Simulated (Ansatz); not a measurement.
TaAl (L1₀ or tetragonal B2, P4/mmm), DFT-PBE in the program Ansatz with PAW potentials, all energies at zero smearing, with the estimated change up to a 700 eV cutoff added, with one set of potentials and settings (totals compare only within such a set). Cell of 2 atoms (1 Ta, 1 Al): -10470.203 eV.

```csv
element,reference phase,E (eV/atom)
Ta,"Im-3m, 1 atoms in the cell",-9932.2522
Al,"Fm-3m, 1 atoms in the cell",-537.5049
```

Formation energy per atom, worked out: (-10470.203 − 1×(-9932.2522) − 1×(-537.5049))/2 = -0.223 eV/atom (-21 kJ per mol of atoms), at 0 K, without zero-point energy or fitted corrections.

The start of the workflow was typed in or built on a structure type; neither database checked (COD, Materials Project) lists it. Its standing as an ambient phase is unchecked. Symmetry was held in the PBE relaxation; its stability against distortions is not shown here. No spin polarisation was allowed. The references are the lowest solids computed at this level, not always the standard phases. Scalar-relativistic: spin–orbit coupling is off unless named, which matters more the heavier the elements.

Potentials: the later of the program's two PAW sets.
